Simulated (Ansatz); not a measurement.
The cell below belongs to a search over invented structures; it isn't taken from experiment.

Input and command of a plane-wave DFT calculation in Ansatz:

```yaml
crystal:
  lattice:
    - [4.01695562, 0.0, 0.0]
    - [-2.00847781, 3.47878562, 0.0]
    - [0.0, 0.0, 6.41218642]
  atoms:
    - { symbol: Nb, position: [0.18763665, 0.81236335, 0.0] }
    - { symbol: Nb, position: [0.18763665, 0.3752733, 0.0] }
    - { symbol: Nb, position: [0.6247267, 0.81236335, 0.0] }
    - { symbol: Si, position: [0.0, 0.0, 0.13562136] }
    - { symbol: Si, position: [0.0, 0.0, 0.86437864] }
    - { symbol: O, position: [0.0, 0.0, 0.5] }
basis:
  ecutwfc: 420
kpoints:
  mp_grid: { grid: [5, 5, 3] }
hamiltonian:
  xc: pbe
scf:
  occupations: { method: gaussian, width: 0.2 }
  lower_state_search: "off"
output:
  forces: true
  stress: true
  eigenvalues: true
relax:
  adjacent_minimum: "off"
  f_tol: 0.08
  max_steps: 16
  cell: { stress_tol: 0.8 }
```

```bash
ansatz run input.yaml --threads 1 --pin off --max-ram 2560MiB --backend cpu --events-out ev --progress --plain --runs-dir out
```

Processor: Intel(R) Xeon(R) Processor @ 2.50GHz (Skylake/Cascade Lake), 1 thread, on a host shared with other jobs.

Q: How long does it run, and how much memory does it take?

A: About 3.6 min, peak memory 0.41 GiB. It solves 33 bands at 10 k points (after reduction by symmetry) with about 3547 plane waves (on the last cell), in 120 SCF iterations over 15 ionic steps.
